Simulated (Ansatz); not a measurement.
MoW:
```
CELL_PARAMETERS angstrom
      3.17229     0.00000     0.00000
      0.00000     3.17229     0.00000
      0.00000     0.00000     3.17229
ATOMIC_POSITIONS crystal
  Mo 0.00000 0.00000 0.00000
  W  0.50000 0.50000 0.50000
```

Relaxed with PBE. Special points in fractions of this cell's reciprocal vectors: Γ (0.000, 0.000, 0.000); X (0.000, 0.500, 0.000); M (0.500, 0.500, 0.000); R (0.500, 0.500, 0.500).

Task: List the band energies nearest the Fermi level at these points for DFT-PBE with spin–orbit coupling in the program Ansatz with PAW potentials.

Result: In eV from the Fermi level; about four levels below and three above (degenerate sets whole), none deeper than 8.9 eV; points with the same levels are listed once.

```csv
k,below,above
Γ,-1.40 -1.40 -1.40 -1.40 -1.10 -1.10,1.92 1.92 1.92 1.92
X,-0.60 -0.60 -0.24 -0.24,0.82 0.82 1.44 1.44
M,-3.47 -3.47 -3.39 -3.39,0.68 0.68 1.37 1.37
R,-2.63 -2.63 -2.63 -2.63,2.38 2.38 2.38 2.38
```

Space group Pm-3m (CsCl type). The start of the workflow was typed in or built on a structure type; neither database checked (COD, Materials Project) lists it. Its standing as an ambient phase is unchecked. Symmetry was held in the PBE relaxation; whether a distortion lowers the energy is not shown. No spin polarisation was allowed.

Potentials: the earlier of the program's two PAW sets.
